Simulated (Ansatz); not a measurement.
Sn in space group I4/mmm (No. 139; Sn on 8h) under volume change, DFT-r²SCAN in the program Ansatz with PAW potentials, shape and atoms relaxed at each volume.

| V (Å³/atom) | E − E(relaxed) (meV/atom) | P (GPa) |
|---|---|---|
| 34.114 | 44.5 | 4.61 |
| 35.239 | 18.6 | 2.82 |
| 36.363 | 4.4 | 1.29 |
| 37.488 | 0.0 | 0.00 |
| 38.613 | 3.8 | -1.07 |
| 39.737 | 14.6 | -1.97 |

Q: What does a third-order Birch–Murnaghan fit give for V₀, B₀ and B′?

A: V₀ = 37.50 Å³/atom, B₀ = 39.0 GPa, B′ = 4.7.

This is a known high-pressure phase of the composition, computed here at zero pressure and temperature. The cell was relaxed with r²SCAN under the symmetry of its start; whether a distortion lowers the energy is not shown. The volume moved by 40 % from the start of the relaxation. Scalar-relativistic: spin–orbit coupling is off unless named, which matters more the heavier the elements.

Potentials: the earlier of the program's two PAW sets.
